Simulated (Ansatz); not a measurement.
Au, a database entry at a rescaled volume

```
Au
1.0
     0.00000    2.03261    2.03261
     2.03261    0.00000    2.03261
     2.03261    2.03261    0.00000
Au
1
Direct
  0.00000 0.00000 0.00000
```

Single point in Ansatz 0.2.0 with LDA, spin-orbit coupling. Cutoff 420 eV, PAW datasets, 14×14×14 Γ-centred k mesh, fermi-dirac filling (width 0.0159 eV).

The state carries no moments; the state need not be the lowest.

(1) Is the cell too large or too small?

(2) Metal or insulator?

Origin: a database entry at a rescaled volume.

Results:

(1) The pressure is -3.8 GPa (compression positive), so with the atoms held at these fractions the cell would first shrink.

(2) It is a metal, with about 0.37 states/eV a cell as the mean within 0.25 eV of the Fermi level, mostly Au d (47 %) and Au s (42 %).
